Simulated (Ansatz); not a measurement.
Relaxed WS2 (2H-MoS2 type, space group P6_3/mmc):

```
CELL_PARAMETERS angstrom
      3.15405     0.00000     0.00000
     -1.57702     2.73148     0.00000
      0.00000     0.00000    12.14146
ATOMIC_POSITIONS crystal
  W  0.33333 0.66667 0.25000
  W  0.66667 0.33333 0.75000
  S  0.33333 0.66667 0.62030
  S  0.66667 0.33333 0.12030
  S  0.66667 0.33333 0.37970
  S  0.33333 0.66667 0.87970
```

Scan: atom 5 (S, nearest neighbour W at 2.407 Å; its periodic images, 3.2 Å or more away, move with it) is displaced towards the nearest neighbour, direction (0.000, -0.756, -0.654) in Cartesian axes, by s. The other atoms stay.

Computed with PBE-D3(BJ) (plane waves to 420 eV, PAW, scalar-relativistic; Ansatz, a program for electronic structure). k mesh 10×10×3 (Γ-centred), Fermi-Dirac smearing 0.05 eV. E stands for the smeared free energy. Left out: 3 of 11 points, with atoms too close for the PAW data. Spin-orbit coupling is left out, though W is heavy. WS2 is run without spin polarisation. WS2 was relaxed with its symmetry unable to fall. ΔE is measured from the undisplaced structure.

| s (Å) | ΔE (meV/cell) |
|---|---|
| -0.720 | 1813 |
| -0.576 | 1319 |
| -0.432 | 846 |
| -0.288 | 430 |
| -0.144 | 124 |
| 0.000 | 0 |
| 0.144 | 170 |
| 0.288 | 807 |

### Question
What force constant k = d²E/ds² at s = 0 does the table give?

### Answer
14 eV/Å². It is the second difference of the nearest points, corrected with the next pair.

### Question
With k = 13.90 eV/Å² from the forces, is the well harmonic out to s = 0.288 Å?

### Answer
½ks² = 576 meV/cell against the computed 807 meV/cell, so the well is stiffer than harmonic there.

(A displaced cell: forces are minus the slopes of the energy, force constants its curvatures, and phonons follow from these.)
